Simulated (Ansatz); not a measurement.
Ru (hcp (Mg type), P6_3/mmc) under volume change, plane-wave PAW r²SCAN+D4 (Ansatz code), shape and atoms relaxed at each volume.

```csv
V (Å³/atom),E − E(relaxed) (meV/atom),P (GPa)
12.216,139.8,40.58
12.619,58.4,24.65
13.022,13.7,11.25
13.424,0.0,-0.01
13.827,12.2,-9.46
14.230,46.3,-17.38
14.633,98.5,-24.00
```

**Question.** What does a third-order Birch–Murnaghan fit give for V₀, B₀ and B′?

**Answer.** V₀ = 13.42 Å³/atom, B₀ = 343 GPa, B′ = 4.8.

Symmetry was held in the r²SCAN+D4 relaxation. No spin polarisation was allowed. The pairwise dispersion correction was not fitted to metals.

Potentials: the later of the program's two PAW sets.
